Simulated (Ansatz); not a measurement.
GaAs in space group P4_2/mnm (No. 136; Ga on 4g, As on 4f) at seven volumes, PBE (plane waves, PAW; program Ansatz), shape and atoms relaxed at each. One row is withheld.

```csv
V (Å³/atom),P (GPa)
22.794,6.50
23.546,3.96
24.297,?
25.048,0.00
25.800,-1.54
26.551,-2.74
27.303,-3.84
```

**Question.** Fit the shown pressures and predict the withheld one.

**Answer.** Third-order Birch–Murnaghan: P = (3/2)B₀(x^(7/2) − x^(5/2))[1 + (3/4)(B′ − 4)(x − 1)] with x = (V₀/V)^(2/3). Least squares on the six rows gives V₀ = 25.048 Å³/atom, B₀ = 54.82 GPa, B′ = 4.87. At V = 24.297, x = 1.0205 and P = 1.80 GPa. The run itself gave 1.82 GPa.

The start of the workflow was typed in or built on a structure type; neither database checked (COD, Materials Project) lists it. It is not the phase usual at ambient conditions (space group No. 216). Symmetry was held in the PBE relaxation; whether a distortion lowers the energy is not shown. The volume moved by 22 % from the start of the relaxation.

Potentials: the earlier of the program's two PAW sets.
